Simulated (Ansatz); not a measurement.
RbZn₄As₃:
```
CELL_PARAMETERS angstrom
      4.14846     0.00000     0.00000
      0.00000     4.14846     0.00000
      0.00000     0.00000    10.42152
ATOMIC_POSITIONS crystal
  Rb 0.00000 0.00000 0.50000
  Zn 0.00000 0.50000 0.15737
  Zn 0.50000 0.00000 0.15737
  Zn 0.00000 0.50000 0.84263
  Zn 0.50000 0.00000 0.84263
  As 0.50000 0.50000 0.28912
  As 0.50000 0.50000 0.71088
  As 0.00000 0.00000 0.00000
```

r²SCAN (plane waves, PAW; program Ansatz) gives a gap of 0.29 eV without spin–orbit coupling, maximum at Γ, minimum at Γ.

What happens when spin–orbit coupling is switched on?

The gap shrinks by 0.09 eV, to 0.20 eV; maximum at Γ, minimum at Γ.

Give the electron effective mass with spin–orbit coupling.

0.14, 0.14, 7.2 mₑ (principal values).

Give the hole effective mass with spin–orbit coupling.

0.16, 0.16, 3.9 mₑ (principal values).

Space group P4/mmm. The workflow started from an entry of the Crystallography Open Database (COD, 200 K). Its standing as an ambient phase is unchecked. The cell was relaxed with r²SCAN under the symmetry of its start; its stability against distortions is not shown here.

Potentials: the later of the program's two PAW sets.
